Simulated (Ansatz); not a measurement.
**What DFT gives for TlSi₂Pd₂**

```xyz
5
Lattice="0.0000 4.2145 0.0000 4.2145 0.0000 0.0000 2.1073 2.1073 -5.0332" Properties=species:S:1:pos:R:3 pbc="T T T"
Tl    0.0000    0.0000    0.0000
Si    2.1073    2.1073   -1.1576
Si    4.2145    4.2145   -3.8756
Pd    2.1073    4.2145   -2.5166
Pd    4.2145    2.1073   -2.5166
```

Level: r2SCAN, no spin polarisation; 500 eV; 9×9×9 Γ-centred mesh; fermi-dirac occupations (width 0.1 eV); Ansatz 0.2.0, fixed geometry.

(1) How is the charge shared?

(2) What does the stress say?

(3) Is there a gap?

(4) Is it stable against the elements?

(5) Which atom feels the largest force, and which way?

Origin: a known structure type with other elements, at an estimated volume, so it need not be a known compound.

Results:

(1) Bader charges in e: Tl +0.29, Si +0.33, Pd -0.48. In the mean Si gives up most and Pd takes most.

(2) The pressure is -2.1 GPa (compression positive), so with the atoms held at these fractions the cell would first shrink; the forces are large, so a full relaxation may end otherwise.

(3) It is a metal, with about 1.8 states/eV a cell as the mean within 0.25 eV of the Fermi level, mostly Si p (43 %) and Pd d (25 %).

(4) -0.22 eV an atom against the elements' usual phases (free molecules for gases, crystals otherwise, with no correction for O₂ or N₂), so it is bound against them; other compounds may still compete. Relaxing would lower it.

(5) The largest is on Si2 (and as large on other atoms): 0.91 eV/Å, components (0.00, 0.00, -0.91). It makes 180° with the line to a nearest neighbour, Si3 at 2.32 Å, pointing away from it.
